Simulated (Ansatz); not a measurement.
# What DFT gives for TlRu2S2

```
Ru S Tl
1.0
     0.00000    3.88616    0.00000
     3.88616    0.00000    0.00000
     1.94308    1.94308   -6.54355
Ru S Tl
2 2 1
Cartesian
  1.9431 3.8862 -3.2718
  3.8862 1.9431 -3.2718
  1.9431 1.9431 -1.8322
  3.8862 3.8862 -4.7114
  0.0000 0.0000 0.0000
```

Single point in Ansatz 0.2.0 with PBEsol, spin-orbit coupling. Cutoff 420 eV, PAW datasets, 6×6×6 Γ-centred k mesh, cold filling (width 0.1691 eV).

The state carries no moments; the state need not be the lowest.

What happens at the Fermi level?

It is a metal, with about 2.8 states/eV a cell as the mean within 0.25 eV of the Fermi level, mostly Ru d (63 %), S p (17 %) and Tl p (13 %).

What does the stress say?

The pressure is -9.7 GPa (compression positive), so with the atoms held at these fractions the cell would first shrink; the forces are large, so a full relaxation may end otherwise. The principal stresses -15.0, -7.1, -7.1 GPa differ, so its shape would change too.

How is the charge shared?

Bader charges in e: Tl +0.50, Ru +0.29, S -0.54. In the mean Tl gives up most and S takes most.

Where is the largest force?

The largest is on S3 (and as large on other atoms): 2.92 eV/Å, components (0.00, 0.00, -2.92). It makes 53° with the line to a nearest neighbour, Ru1 at 2.42 Å.

Origin: a known structure type with other elements, at an estimated volume, so it need not be a known compound. Caveats: atoms or cell far from equilibrium; wide smearing; the SCF threshold is loose for a stress.
